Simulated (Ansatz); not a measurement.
## LiGdSe2 (R-3m): moments, gap and shell filling against U

The source of the geometry is a structure from the Materials Project; atoms and cell stay fixed.

Functional, mesh and filling: PBEsol, 6×6×6 k mesh, Fermi–Dirac smearing of 0.05 eV. PAW means Ansatz 0.2.0 on its default frozen-core files; LAPW is all-electron LAPW in Ansatz 0.2.0. Site moments are integrated in spheres about the atoms, whose radii differ between the methods.

The first input and its command:

```yaml
crystal:
  lattice:
    - [2.051740265, 1.1845727943, 6.4627941363]
    - [-2.051740265, 1.1845727943, 6.4627941363]
    - [0.0, -2.3691455886, 6.4627941363]
  atoms:
    - { symbol: Li, position: [0.5, 0.5, 0.5] }
    - { symbol: Gd, position: [0.0, 0.0, 0.0], spin: 7.0 }
    - { symbol: Se, position: [0.75164702, 0.75164702, 0.75164702] }
    - { symbol: Se, position: [0.24835298, 0.24835298, 0.24835298] }
magnetization:
  spin_polarized: true
kpoints:
  mp_grid: { grid: [6, 6, 6] }
scf:
  occupations: { method: fermi_dirac, width: 0.05 }
hamiltonian:
  xc: pbesol
  pseudopotentials: { kind: paw }
output:
  forces: true
  stress: true
  eigenvalues: true
  hubbard: { sites: [{ species: Gd, l: f }] }
  populations: true
  write_density: true
  write_potential: true
  elf: true
  volumetric_format: npy
```

Command: `ansatz run input.yaml --threads 2 --pin off --max-ram 6144MiB --backend cpu --events-out ev --progress --plain --runs-dir out`

The input for «U = 1 eV on Gd f» by LAPW differs from it in these lines, output keys apart:

```diff
-  pseudopotentials: { kind: paw }
+  pseudopotentials: { kind: all_electron, lapw: { basis_error: 0.001 } }
+  hubbard: { sites: [{ species: Gd, l: f, u_eff: 1 }] }
```

U is Dudarev's effective value on Löwdin-orthogonalised free-atom orbitals with fully localised double counting, unless a row says otherwise (a row with U and J takes Liechtenstein's form); the search for lower states is left at its default. Gaps are Kohn–Sham gaps on the k mesh over both spins.

```json
{"run": "no U", "largest site moment PAW (μB)": "6.90", "largest site moment LAPW (μB)": "6.95", "gap PAW (eV)": "1.08", "gap LAPW (eV)": "1.08", "Gd f electrons PAW": "7.14", "electrons LAPW": "7.13", "P PAW (GPa)": "-1.9", "P LAPW (GPa)": "-1.9"}
{"run": "U = 1 eV on Gd f", "largest site moment PAW (μB)": "6.93", "largest site moment LAPW (μB)": "6.98", "gap PAW (eV)": "1.13", "gap LAPW (eV)": "1.13", "Gd f electrons PAW": "7.10", "electrons LAPW": "7.10", "P PAW (GPa)": "-1.9", "P LAPW (GPa)": "-1.9"}
{"run": "U = 3 eV on Gd f", "largest site moment PAW (μB)": "6.97", "largest site moment LAPW (μB)": "7.02", "gap PAW (eV)": "1.10", "gap LAPW (eV)": "1.10", "Gd f electrons PAW": "7.06", "electrons LAPW": "7.06", "P PAW (GPa)": "-1.8", "P LAPW (GPa)": "-1.8"}
{"run": "U = 5 eV on Gd f", "largest site moment PAW (μB)": "7.00", "largest site moment LAPW (μB)": "–", "gap PAW (eV)": "1.08", "gap LAPW (eV)": "–", "Gd f electrons PAW": "7.04", "electrons LAPW": "–", "P PAW (GPa)": "-1.7", "P LAPW (GPa)": "–"}
```

Question: How does the PAW gap respond to U?

Answer: From U = 0 to 5 eV it goes from 1.08 to 1.08 eV, a mean slope of 0.00, by way of 1.08, 1.13, 1.10, 1.08 eV. A slope near one would mean that both band edges belong to the corrected shell, and a slope near zero that neither does.

The PAW files were made with PBE; the program remakes their cores once for the run's functional and then keeps them frozen. Spin–orbit coupling is left out although heavy atoms are present. With open f shells a run can end in a state that isn't the lowest. The magnetic state is the one that this cell and start allow. It needn't be the compound's measured order, which may need a larger cell or be absent.
